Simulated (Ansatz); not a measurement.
## Single point on Re₂Se

System: artificial Re₂Se in the fluorite structure, strained and with atoms displaced.

Ansatz, plane waves with cell-specific all-electron datasets, no frozen core; functional PBE; scalar relativity, no spin–orbit coupling, Dirac core shells, point nucleus. Occupations are Fermi–Dirac at 0.15 eV on a coarse k-mesh, 2×2×2 (shift 0.5, 0.5, 0.5 mesh steps); the results hold for that mesh. In metals such a mesh can move stress, forces and moments by their own size. On this fcc-type cell the shift lowers the mesh's symmetry. Spin-restricted. Labels count atoms in the order given.

```xyz
3
Lattice="-3.2050 0.0186 2.9957 -0.1438 3.0756 2.8704 -3.0973 3.0931 0.1263" Properties=species:S:1:pos:R:3 pbc="T T T"
Se   -3.1476    4.0097    1.8087
Re   -4.8234    5.3253    3.2127
Re   -7.9846    8.1859    6.1298
```

```csv
atom,Fx (eV/Å),Fy (eV/Å),Fz (eV/Å)
Se1,-3.011,-3.540,-2.047
Re2,-0.575,1.813,0.162
Re3,3.586,1.727,1.885
```

Stress (GPa; xx, yy, zz, yz, xz, xy; compression positive): 5.75, -3.66, 5.86, 6.15, 13.39, 7.13.

* Pressure: 2.65 GPa
* Largest force: 5.078 eV/Å
